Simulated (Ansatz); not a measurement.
## Mn$_{2}$ZnAs$_{2}$ from a semilocal functional to hybrids

```cif
data_structure
_symmetry_space_group_name_H-M 'P-3m1'
_symmetry_Int_Tables_number 164
_cell_length_a 4.0563
_cell_length_b 4.0563
_cell_length_c 6.7111
_cell_angle_alpha 90.000
_cell_angle_beta 90.000
_cell_angle_gamma 120.000
_cell_volume 95.63
loop_
_atom_site_label
_atom_site_type_symbol
_atom_site_symmetry_multiplicity
_atom_site_Wyckoff_symbol
_atom_site_fract_x
_atom_site_fract_y
_atom_site_fract_z
_atom_site_occupancy
Mn1 Mn 2 d 0.33333 0.66667 0.38997 1
Zn1 Zn 1 a 0.00000 0.00000 0.00000 1
As1 As 2 d 0.33333 0.66667 0.76112 1
```

All runs: Ansatz, plane waves and PAW, scalar-relativistic (no spin–orbit coupling), 6×6×4 k-mesh, Gaussian smearing of 0.05 eV. Semilocal reference PBE, antiparallel start: gap zero (metallic on this mesh), pressure -3.0 GPa, largest spin moment 3.44 μB. The hybrids carry no U.

Question: How do gap and pressure depend on the exact exchange?

Answer: 
| functional | gap | pressure (GPa) | largest spin moment in an atom's sphere (μB) | cutoff (eV) | core-seconds |
| --- | --- | --- | --- | --- | --- |
| PBE0-type hybrid with an exact-exchange fraction of 0.5, antiparallel start | 1.82 eV | 4.7 | 4.36 | 420 | 910 |
| r2SCAN50, antiparallel start | 1.89 eV | 5.0 | 4.39 | 500 | 1300 |

On shared hosts the hybrid runs at the reference's cutoff took roughly 56 times the core time of the semilocal one on the same mesh, with some more bands.

Caveats: core times come from shared hosts and scatter; gaps are read on a coarse mesh; in at least one run the atoms feel forces of over 1 eV/Å; not tested for a lower state; one pattern of opposed moments was run, and the real order may differ; stress loosely converged.
